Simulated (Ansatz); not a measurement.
MoS₂ (P6_3/mmc): LDA against PBEsol

```xyz
6
Lattice="3.1222 0.0000 0.0000 -1.5611 2.7039 0.0000 0.0000 0.0000 12.0749" Properties=species:S:1:pos:R:3 pbc="T T T"
Mo    0.0000    1.8026    3.0187
Mo    1.5611    0.9013    9.0562
S     0.0000    1.8026    7.5020
S     1.5611    0.9013    1.4645
S     0.0000    1.8026   10.6104
S     1.5611    0.9013    4.5730
```

This cell (16.99 Å³ an atom) was relaxed by PAW under LDA, and each functional gets its own cell relaxed so. Quantity: Kohn-Sham band edges (the gap between refined extrema, the direct gap on the fine mesh).

Runs: (1) LDA, all-electron LAPW in Ansatz 0.2.0, scalar-relativistic; k mesh 8×8×2, fixed occupations, basis error target 1 meV/atom. (2) PBEsol, all-electron LAPW in Ansatz 0.2.0, scalar-relativistic; k mesh 6×6×2, fixed occupations, basis error target 1 meV/atom.

Under LDA: gap = 0.71 eV, least direct gap = 1.97 eV, electron conductivity mass = 0.536 mₑ, ε∞ without local fields (PAW) = 14.58.

Q: Which way does PBEsol move the volume, and by how much?

A: a = 3.141, c = 12.573 Å, 17.91 Å³ an atom: 5.4 % larger.

Q: What does PBEsol give for these quantities?

A: 

```tsv
quantity	LDA	PBEsol	change
gap	0.71 eV	0.97 eV	+36 %
least direct gap	1.97 eV	1.96 eV	under 1 %
electron conductivity mass	0.536 mₑ	0.598 mₑ	+12 %
ε∞ without local fields (PAW)	14.58	13.68	-6 %
```

Keep in mind: no spin-orbit coupling on heavy atoms; semilocal gaps are low, and light masses and ε∞ follow the gap; no dispersion correction, so the spacing and stiffness between layers or molecules are poor.
